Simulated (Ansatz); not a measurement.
GaSb (zinc blende)

```yaml
crystal:
  lattice:
    - [0.00000, 3.05574, 3.05574]
    - [3.05574, 0.00000, 3.05574]
    - [3.05574, 3.05574, 0.00000]
  atoms:
    - { symbol: Sb, position: [0.75000, 0.75000, 0.75000] }
    - { symbol: Ga, position: [0.00000, 0.00000, 0.00000] }
```

Two-dimensional scan of atom 1 (Sb, nearest neighbour Ga at 2.646 Å; its periodic images, 4.3 Å or more away, move with it): u runs along (1.000, 0.000, 0.000), v along (0.000, 0.000, 1.000) (Cartesian). Cell and other atoms are fixed.

All values below come from PBEsol (plane waves to 420 eV, PAW, scalar-relativistic; Ansatz, a quantum-chemistry and plane-wave program). k mesh 11×11×11 (Γ-centred), Fermi-Dirac smearing 0.05 eV. E stands for the smeared free energy. With partly filled bands, energies and forces of such displacements shift with the k mesh and the smearing. At this level the bands of GaSb touch or barely overlap; measurements give the solid a gap. GaSb was relaxed with its symmetry unable to fall. Spin-orbit coupling is left out, though Sb is heavy. The last digit holds for this mesh only.

Changes of ΔE (meV/cell) from the point u = 0.000 Å, v = 0.000 Å when one coordinate moves alone (two changes are said to add if the coupling is within 5 % of the smaller one, nearly so within 20 %):

```tsv
point	change
u = 0.000 Å, v = -0.400 Å	587.6
u = 0.000 Å, v = -0.200 Å	154.1
u = -0.400 Å, v = 0.000 Å	587.6
u = -0.200 Å, v = 0.000 Å	154.1
u = 0.200 Å, v = 0.000 Å	154.1
u = 0.400 Å, v = 0.000 Å	587.6
u = 0.000 Å, v = 0.200 Å	154.1
u = 0.000 Å, v = 0.400 Å	587.6
```

**Question.** Do the two effects add at u = -0.200 Å, v = -0.400 Å? Give the computed change.

**Answer.** The sum of the single changes is 154.1 + (587.6) = 741.7; the calculation gives 776.2, so the coupling contributes 34.5 (over 20 % of the smaller single change, not additive).

**Question.** What is the change at u = -0.200 Å, v = -0.200 Å, where both move, and how far is it from the sum?

**Answer.** The sum of the single changes is 154.1 + (154.1) = 308.2; the calculation gives 316.6, so the coupling contributes 8.4 (under 20 % of the smaller single change, nearly additive).

(For displaced atoms, the force is minus the slope of the energy, and its curvature is a force constant, which sets phonon frequencies.)
